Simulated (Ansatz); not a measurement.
# Sc: an elastic constant from a strain scan

Theory: DFT PBEsol, scalar-relativistic, plane waves, PAW (Ansatz). Cutoff 420 eV, Γ-centred 18×18×18 k-points, Gaussian smearing of 0.15 eV. No spin polarisation. Energies are free energies at this smearing, counted from the undisturbed cell; pressure is positive in compression.

The undisturbed cell (as given, not relaxed at this level; it stands at 0.5 GPa; this fcc form isn't the usual structure):

```
CELL_PARAMETERS angstrom
0.00000 2.27050 2.27050
2.27050 0.00000 2.27050
2.27050 2.27050 0.00000
ATOMIC_POSITIONS crystal
Sc 0.00000 0.00000 0.00000
```

The cell is strained by ε times the Voigt pattern (1, 0, 0, 0, 0, 0) (xx, yy, zz, yz, xz, xy; engineering shear) with fractional coordinates fixed. The cell holds 1 atom in V0 = 23.41 Å³. The stress column is τ = (1/V0) dE/dε, got from the stress tensor σ (compression positive) at each point as −det(1 + εP) σ : P(1 + εP)⁻¹, with P the pattern as a tensor.

```csv
ε,ΔE (meV/atom),τ (GPa)
-0.0600,24.885,-5.357
-0.0450,14.589,-4.050
-0.0300,7.089,-2.803
-0.0150,2.262,-1.609
0.0000,0.000,-0.462
0.0150,0.203,0.641
0.0300,2.777,1.702
0.0450,7.632,2.723
0.0525,10.888,3.219
0.0600,?,?
```

Question: Which combination of elastic constants does this scan measure, and how large is it?

Answer: For small ε, τ = τ0 + Kε with K = pᵀCp, which for this pattern is C11 in the cubic axes. The parabola through τ at ε = -0.0150, 0 and 0.0150 has slope K = 75 GPa at zero. The energies per cell, E = NΔE, of the same two points give K = 2[E(ε₊)/ε₊ − E(ε₋)/ε₋]/[(ε₊ − ε₋)V0] = 75 GPa, in agreement.

Question: Predict the withheld row at ε = 0.0600 from the harmonic law, and compare.

Answer: ΔE = V0(τ0 ε + Kε²/2)/N = 15.670 meV/atom and τ = 4.04 GPa. The calculation gives 14.684 meV/atom and 3.71 GPa: the energy lies 6 % below the harmonic value, as bonds soften when stretched.

In a metal these slopes depend on the k mesh and the smearing.